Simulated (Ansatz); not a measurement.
**BaH4: a bulk modulus from differences**

The cell was found from a structure generator's guess, not taken from experiment.

The calculation used DFT PBE, scalar-relativistic, plane waves, PAW in Ansatz 0.2.0. The final run on the 5-atom cell used 420 eV, a Γ-centred 6×6×6 mesh, 0.02 eV smearing and no spin polarisation.

```yaml
crystal:
  lattice:
    - [3.78414, -2.28208, 0.00000]
    - [3.78414, 2.28208, 0.00000]
    - [-2.36363, 0.00000, 3.72053]
  atoms:
    - { symbol: Ba, position: [0.00000, 0.00000, 0.50000] }
    - { symbol: H, position: [0.74159, 0.74159, 0.75995] }
    - { symbol: H, position: [0.25841, 0.25841, 0.24005] }
    - { symbol: H, position: [0.53865, 0.53865, 0.96854] }
    - { symbol: H, position: [0.46135, 0.46135, 0.03146] }
```

The cell was set to several volumes, with shape and atoms relaxed at each where symmetry leaves them free. Pressure is positive in compression, and energies count from the lowest row.

```csv
row,V (Å³/atom),P (GPa),ΔE (meV/atom),gap on mesh (eV)
1,11.310,4.58,19.8,2.66
2,11.695,3.16,10.5,2.66
3,12.081,?,?,?
4,12.466,0.90,1.0,2.62
5,12.852,0.01,0.0,2.60
6,13.237,-0.78,1.0,2.62
7,13.623,-1.46,3.7,2.63
8,14.137,-2.22,9.6,2.63
```

Task: Find B = −V·ΔP/ΔV from rows 4 and 6 and from rows 1 and 2, and from the two its slope B′ and its value B0 at zero pressure.

Result: Rows 4 and 6 give −(12.466 + 13.237)/2 × (-0.78 − (0.90))/(13.237 − 12.466) = 28.0 GPa at a mean pressure of 0.06 GPa. Rows 1 and 2 give −(11.310 + 11.695)/2 × (3.16 − (4.58))/(11.695 − 11.310) = 42.4 GPa at a mean pressure of 3.87 GPa. So B′ = (42.4 − 28.0)/(3.87 − (0.06)) = 3.78 and B0 = 28.0 − 3.78 × (0.06) = 27.8 GPa. A third-order Birch–Murnaghan fit to all the energies gives B0 = 27.9 GPa and B′ = 3.8.

Task: Estimate the pressure and energy of row 3.

Result: From row 5, V0 = 12.852 × (1 + (0.01)/27.8) = 12.857 Å³/atom. Murnaghan's form P = (B0/B′)·[(V0/V)^B′ − 1] gives (27.8/3.78) × [(12.857/12.081)^3.78 − 1] = 1.95 GPa; the computed pressure is 1.95 GPa, so the estimate is off by 0.00 GPa. The work of compression from row 4, with the mean of the two pressures, gives ΔE = 1.0 + (1.95 + 0.90)/2 × (12.466 − 12.081)/160.2 × 1000 = 4.4 meV/atom (1 eV/Å³ = 160.2 GPa); the computed value is 4.5 meV/atom.

Task: Fit the gap against pressure through the other rows and estimate it at the computed pressure of row 3.

Result: Over the 7 rows the mean pressure is 0.5986 GPa and the mean gap is 2.631 eV. The sums of products of deviations are S_xx = 36.93 and S_xy = 0.2247, so the slope is 0.2247/36.93 = 0.006084 (r = 0.69, rms misfit 0.01 eV). At 1.95 GPa the line gives 2.631 + (0.006084) × (1.95 − 0.5986) = 2.64 eV. The computed value is 2.62 eV, so the line is off by +0.02 eV, no more than the largest miss among the fitted rows (0.03 eV). The rows follow a line poorly: the gap bends, or the lowest transition changes along the series.

Kohn–Sham gaps at this level usually fall short of measured ones. All volumes keep the k mesh of the relaxed cell. This cell was reached by moving the atoms of another relaxed cell at random and relaxing again, last within the group found; it had no such test of its own.
